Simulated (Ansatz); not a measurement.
A geometry of Ir away from equilibrium: step 2 of the relaxation of a relaxed Ir cell, doubled along one cell vector, shaken by Gaussian noise of σ = 0.08 Å a coordinate. Level of theory: r2SCAN (plane waves to 500 eV, PAW, scalar-relativistic; Ansatz, an electronic-structure program). Γ-centred k-mesh 6×11×6 on the run's cell (coarser than for final values), Fermi–Dirac smearing 0.05 eV.

```xyz
6
Lattice="7.1162 -0.0088 -0.0530 -1.7829 3.0707 0.0161 -0.0387 0.0049 5.1824" Properties=species:S:1:pos:R:3:forces:R:3 pbc="T T T" free_energy=-71686.133 pressure_GPa=1.6
Ir     1.8228     1.0279     0.0587   -1.3798    0.4180   -0.8423
Ir     5.3314     0.9661    -0.0491    0.5786    0.0671   -0.1580
Ir     0.0324     2.0912     1.4327   -0.4642   -0.8366    0.2164
Ir     3.5785     1.9751     1.4127    0.7414    0.5263   -1.1810
Ir    -0.0467     2.0932     3.8012    0.1158   -0.4623    0.2308
Ir     3.4870     1.9626     3.6927    0.4082    0.2874    1.7341
```

Positions in Å, forces in eV/Å, free energy of the cell in eV (comparable only within this code, potentials and settings). Largest force: 1.80 eV/Å, on Ir6 (atoms numbered as listed); the geometry lies 0.42 eV/atom above the end of its relaxation.

No spin polarisation in the result.

The end of the path is a generated cell of Ir: the first start was made by a random draw of sites in a space group, and the end was not matched to a known phase here, so it may be hypothetical. Known forms of Ir include space group No. 225.
